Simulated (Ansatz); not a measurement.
Ag (R-3m): electronic heat capacity and spin susceptibility from the density of states

Theory: Ansatz 0.2.0, DFT r2SCAN, scalar-relativistic, plane waves, PAW.

Settings: cutoff 500 eV, Γ-centred mesh 18×18×18 on the computed 3-atom cell, Gaussian smearing of 0.10 eV; no spin polarisation.

Relaxed cell: R-3m, a = 2.905 Å, b = 2.905 Å, c = 21.322 Å, α = 90.00°, β = 90.00°, γ = 120.00°, 3 atoms in the primitive cell. This form isn't the element's structure at ambient conditions.

The density of states at the Fermi level is 0.810 states/eV in the cell of 3 atoms (3 formula units; both spins, tetrahedra on a 27×27×27 mesh).

**Question.** What Sommerfeld coefficient and Pauli susceptibility does this give?

**Answer.** Per formula unit N(E_F) = 0.270 states/eV. γ = (π²/3) k_B² N(E_F) N_A = 2.357 mJ/(mol K²) per state/eV, so γ = 0.6 mJ/(mol K²), a mole of formula units. χ_P = μ_B² N(E_F) N_A = 3.23×10⁻⁵ emu/mol per state/eV gives 0.9×10⁻⁵ emu/mol. This is the bare band result: a measured γ of the same phase is as a rule larger by a factor 1 + λ from phonons and spin fluctuations, the spin part of χ is larger by the Stoner factor, and a measured χ also holds orbital and core terms. N(E_F) at one energy is sensitive to the mesh where the density of states has sharp peaks.

Cost: 1 run of about 4.8 core-minutes, on Arm Neoverse V2 (shared hosts).